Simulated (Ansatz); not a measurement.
Level of theory: PBE (plane waves to 420 eV, PAW, scalar-relativistic; Ansatz, a quantum-chemistry and plane-wave program). Harmonic phonons (DFPT) of each relaxed crystal were computed at Γ and up to three half-step zone-boundary points.

Q: Exactly one of them has no imaginary mode there. Which?
A. HfO$_{2}$ (tetragonal-ZrO2 type, space group P4_2/nmc), a = b = 3.604 Å, c = 5.264 Å, α = β = γ = 90.00°
B. NaCl (rock salt), a = b = c = 5.696 Å, α = β = γ = 90.00°
C. CsPbCl$_{3}$ (cubic perovskite), a = b = c = 5.736 Å, α = β = γ = 90.00°

A: B, NaCl (rock salt), a = b = c = 5.696 Å, α = β = γ = 90.00°. Lowest modes: CsPbCl3 44i cm⁻¹ at R = (0.5, 0.5, 0.5); HfO2 21i cm⁻¹ at Z = (0.0, 0.0, 0.5); NaCl 83 cm⁻¹ at X = (0.5, 0.5, 0.0)

All were relaxed with their symmetry unable to fall. HfO2 is run without spin polarisation. Spin-orbit coupling is left out. This is a high-temperature form of CsPbCl3. This is a high-temperature form of HfO2.
